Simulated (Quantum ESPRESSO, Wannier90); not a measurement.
**Wannier functions of Te$_{2}$Mo (P-6m2, isolated units)**

Structure: Materials Project mp-1023935, symmetrised, not relaxed again. Computed values, not measurements, from PBEsol: Quantum ESPRESSO (norm-conserving PseudoDojo potentials, cutoff 64 Ry, spinors with spin-orbit coupling) on a Γ-centred 4×4×4 mesh, then Wannier90. Density: 12×12×1 mesh, cold smearing 0.01 Ry. The cell is built of weakly bound layers, chains or molecules, whose nearest atoms lie 13.94 Å apart, far more than in van der Waals crystals (3.2 to 4.2 Å): it describes nearly isolated units, such as a monolayer, not the bulk crystal.

On the energy scale of pw.x, whose zero is arbitrary, the valence-band maximum lies at 1.93 eV.

Input w.win:

```
num_bands = 4
num_wann = 4
exclude_bands = 1-28,33-82
spinors = true
num_iter = 1000
conv_tol = 1.0e-6
conv_window = 4
write_hr = true
write_u_matrices = true
auto_projections = true
begin unit_cell_cart
ang
    3.5602301631    0.0000000000    0.0000000000
   -1.7801150816    3.0832497646    0.0000000000
    0.0000000000    0.0000000000   17.5240600000
end unit_cell_cart
begin atoms_frac
Te   0.3333333333 -0.3333333333 -0.1021400000
Te   0.3333333333 -0.3333333333  0.1021400000
Mo   0.0000000000  0.0000000000  0.0000000000
end atoms_frac
mp_grid = 4 4 4
begin kpoints
0.0000000000 0.0000000000 0.0000000000
0.0000000000 0.0000000000 0.2500000000
0.0000000000 0.0000000000 0.5000000000
... (61 more lines: the 4x4x4 mesh through Gamma)
end kpoints
```

Input of pw2wannier90.x that gives the overlap and projection files (equivalent; here they were cut from one run over all bands):

```
&inputpp
  outdir = './out'
  prefix = 'pwscf'
  seedname = 'w'
  write_amn = .true.
  write_mmn = .true.
  atom_proj = .true.
  atom_proj_exclude = 1 2 3 4 5 6 7 8 9 10 13 14 15 16 17 18 19 20 21 22 23 24 25 26 27 28 31 32 33 34 35 36 37 38 39 40 41 42 43 44 45 46 47 48 49 50 51 52 53 54 55 56
/
```

Output w.wout (banner and timings cut):

```
                                    ------
                                    SYSTEM
                                    ------

                              Lattice Vectors (Ang)
                    a_1     3.560230   0.000000   0.000000
                    a_2    -1.780115   3.083250   0.000000
                    a_3     0.000000   0.000000  17.524060

                   Unit Cell Volume:     192.36299  (Ang^3)

                        Reciprocal-Space Vectors (Ang^-1)
                    b_1     1.764826   1.018923  -0.000000
                    b_2     0.000000   2.037845   0.000000
                    b_3     0.000000  -0.000000   0.358546

 *----------------------------------------------------------------------------*
 |   Site       Fractional Coordinate          Cartesian Coordinate (Ang)     |
 +----------------------------------------------------------------------------+
 | te   1   0.33333  -0.33333  -0.10214   |    1.78012  -1.02775  -1.78991    |
 | te   2   0.33333  -0.33333   0.10214   |    1.78012  -1.02775   1.78991    |
 | mo   1   0.00000   0.00000   0.00000   |    0.00000   0.00000   0.00000    |
 *----------------------------------------------------------------------------*
                                ------------
                                K-POINT GRID
                                ------------

             Grid size =  4 x  4 x  4      Total points =   64

 *---------------------------------- MAIN ------------------------------------*
 |  Number of Wannier Functions               :                 4             |
 |  Number of Objective Wannier Functions     :                 4             |
 |  Number of input Bloch states              :                 4             |
 |  Output verbosity (1=low, 5=high)          :                 1             |
 |  Timing Level (1=low, 5=high)              :                 1             |
 |  Optimisation (0=memory, 3=speed)          :                 3             |
 |  Length Unit                               :               Ang             |
 |  Post-processing setup (write *.nnkp)      :                 F             |
 |  Using Gamma-only branch of algorithms     :                 F             |
 *----------------------------------------------------------------------------*
 *------------------------------- WANNIERISE ---------------------------------*
 |  Total number of iterations                :              1000             |
 |  Number of CG steps before reset           :                 5             |
 |  Trial step length for line search         :             2.000             |
 |  Convergence tolerence                     :         0.100E-05             |
 |  Convergence window                        :                 4             |
 |  Iterations between writing output         :                 1             |
 |  Iterations between backing up to disk     :               100             |
 |  Write r^2_nm to file                      :                 F             |
 |  Write xyz WF centres to file              :                 F             |
 |  Write on-site energies <0n|H|0n> to file  :                 F             |
 |  Use guiding centre to control phases      :                 F             |
 |  Use phases for initial projections        :                 F             |
 *----------------------------------------------------------------------------*
 *-------------------------------- PLOTTING ----------------------------------*
 |  Plotting Hamiltonian in WF basis          :                 T             |
 *----------------------------------------------------------------------------*

       ... (k-mesh section left out)

 Starting a new Wannier90 calculation ...

 Reading overlaps from w.mmn

 Reading projections from w.amn

 *------------------------------- WANNIERISE ---------------------------------*
 +--------------------------------------------------------------------+<-- CONV
 | Iter  Delta Spread     RMS Gradient      Spread (Ang^2)            |<-- CONV
 +--------------------------------------------------------------------+<-- CONV

 ------------------------------------------------------------------------------
 Initial State
  WF centre and spread    1  (  1.780115, -1.027750, -1.598092 )     1.63810848
  WF centre and spread    2  (  1.780115, -1.027750, -1.598092 )     1.63810848
  WF centre and spread    3  (  1.780115, -1.027750,  1.598092 )     1.63810848
  WF centre and spread    4  (  1.780115, -1.027750,  1.598092 )     1.63810848
  Sum of centres and spreads (  7.120460, -4.111000,  0.000000 )     6.55243391

      0     0.655E+01     0.0000000000        6.5524339081  <-- CONV
        O_D=      0.0020824 O_OD=      0.0084114 O_TOT=      6.5524339 <-- SPRD
 ------------------------------------------------------------------------------
      1    -0.112E-04     0.0044677766        6.5524226642  <-- CONV
        O_D=      0.0020819 O_OD=      0.0084006 O_TOT=      6.5524227 <-- SPRD
      2    -0.191E-06     0.0004394347        6.5524224737  <-- CONV
        O_D=      0.0020819 O_OD=      0.0084004 O_TOT=      6.5524225 <-- SPRD
      3    -0.304E-07     0.0007985146        6.5524224432  <-- CONV
        O_D=      0.0020819 O_OD=      0.0084004 O_TOT=      6.5524224 <-- SPRD
      4    -0.564E-08     0.0003178083        6.5524224376  <-- CONV
        O_D=      0.0020819 O_OD=      0.0084004 O_TOT=      6.5524224 <-- SPRD
      5    -0.322E-07     0.0001738040        6.5524224054  <-- CONV
        O_D=      0.0020819 O_OD=      0.0084003 O_TOT=      6.5524224 <-- SPRD
             <<<     Delta < 1.000E-06  over  4 iterations     >>>
             <<< Wannierisation convergence criteria satisfied >>>
 Final State
  WF centre and spread    1  (  1.780115, -1.027750, -1.598090 )     1.63810560
  WF centre and spread    2  (  1.780115, -1.027750, -1.598090 )     1.63810560
  WF centre and spread    3  (  1.780115, -1.027750,  1.598090 )     1.63810560
  WF centre and spread    4  (  1.780115, -1.027750,  1.598090 )     1.63810560
  Sum of centres and spreads (  7.120460, -4.111000,  0.000000 )     6.55242241

         Spreads (Ang^2)       Omega I      =     6.541940161
        ================       Omega D      =     0.002081908
                               Omega OD     =     0.008400336
    Final Spread (Ang^2)       Omega Total  =     6.552422405
```
